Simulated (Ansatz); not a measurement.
## Profile along the Ta–Ta line in Ta (bcc, W type)

Ta (bcc, W type)

Space group Im-3m (No. 229); a = 3.305 Å, b = 3.305 Å, c = 3.305 Å, α = 90.00°, β = 90.00°, γ = 90.00°

| atom | site | symmetry | x | y | z |
|---|---|---|---|---|---|
| Ta | 2a | m-3m | 0.0000 | 0.0000 | 0.0000 |
(The calculation used a cell of 1 atom; values per cell refer to that cell.)

Fields along a shortest Ta–Ta line of a {211} plane (2.86 Å), from Ta to Ta, interpolated on the slice's grid (step about 0.1 Å). Method: r2SCAN (plane waves to 500 eV, PAW, scalar-relativistic; Ansatz, an electronic-structure program). k mesh 20×20×20. Inside the PAW spheres the values are not all-electron values, and peaks at nuclei hang on which shells count as valence. Spin-orbit coupling is left out, though Ta is heavy. Ta is run without spin polarisation. Ta was relaxed with its symmetry unable to fall. The PAW data are Ansatz's earlier set.

| distance from Ta (Å) | valence electron density (e/Å³) | electron localisation function |
|---|---|---|
| 0.00 | 3.03 | x |
| 0.29 | 4.55 | x |
| 0.57 | 3.83 | 0.77 |
| 0.86 | 1.21 | 0.53 |
| 1.14 | 0.40 | 0.21 |
| 1.43 | 0.30 | 0.29 |
| 1.72 | 0.40 | 0.21 |
| 2.00 | 1.21 | 0.53 |
| 2.29 | 3.83 | 0.77 |
| 2.57 | 4.55 | x |
| 2.86 | 3.03 | x |

x: too close to a nucleus for the ELF to mean much.

Density on the Ta–Ta line (2.86 Å) at its midpoint: 0.30 e/Å³. ELF at that point: 0.29.
